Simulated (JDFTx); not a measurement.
- surface = Hf(1 1 -2 0)
- bulk = Hf, P6_3/mmc, lattice of mp-103 (not re-optimised)
- slab = 12 atoms in 6 planes, 1x1, 7.8 Å between the outermost planes
- in-plane cell = 5.045 × 5.529 Å, 27.90 Å²
- cell height = 24.0 Å
- sampling = 4×4×1 k mesh, Fermi smearing 0.01 Ha, no spin polarisation

Method: PBE, GBRV ultrasoft potentials, plane waves to 20/100 Ha, in JDFTx (a modified build). Liquid: CANDLE, water, 2 M NaF. The neutral cell holds 144 valence electrons and has two faces of 27.896 Å² each. Last filling lines of the neutral and of a charged run (μ in hartree, zero in the bulk liquid):

```
FillingsUpdate:  mu: -0.100978411  nElectrons: 144.000000
FillingsUpdate:  mu: -0.133768000  nElectrons: 142.950487
```

A calculation by hand: both potentials, by the convention U = −μ/e − 4.44 V vs SHE, the surface charge density and the mean capacitance.

U_pzc = 0.10098 × 27.2114 − 4.44 = -1.69 V; U = 0.13377 × 27.2114 − 4.44 = -0.80 V. The cell has -1.0495 excess electrons, a net charge of 1.0495 e, shared by two faces: σ = 1.0495 e / (2 × 27.896 Å²) = 0.01881 e/Å² = 30.1 μC/cm² (1 e/Å² = 1602.18 μC/cm²). C = σ/(U − U_pzc) = 30.1/0.89 ≈ 34 μF/cm².
